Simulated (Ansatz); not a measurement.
TePb2S:
```
CELL_PARAMETERS angstrom
      4.44734     0.00000     0.00000
      0.00000     4.44734     0.00000
      0.00000     0.00000     6.29037
ATOMIC_POSITIONS crystal
  Te 0.50000 0.50000 0.00000
  Pb 0.00000 0.00000 0.00000
  Pb 0.50000 0.50000 0.50000
  S  0.00000 0.00000 0.50000
```

Relaxed with r²SCAN.

### Question
Give the Bader charges and basin volumes of the independent atoms, r²SCAN (plane waves, PAW; program Ansatz).

### Answer


```tsv
atom	Bader charge (e)	Bader volume (Å³)
Te1	-0.74	38.0
Pb2	+0.85	26.4
Pb3	+0.97	27.3
S4	-1.08	32.7
```

Space group P4/mmm. The first step of the workflow began from a Materials Project structure, measured or hypothetical; the Crystallography Open Database copy checked does not list it. With Te and S taken as one species the cell has the higher symmetry Fm-3m, so it may be an ordered model of a mixed-site phase. Whether it is the stable phase at ambient conditions was not checked. The r²SCAN relaxation kept the symmetry of its start. At this level the phase is dynamically unstable (imaginary phonons). Spin–orbit coupling is left out wherever it is not named.

Potentials: the later of the program's two PAW sets.
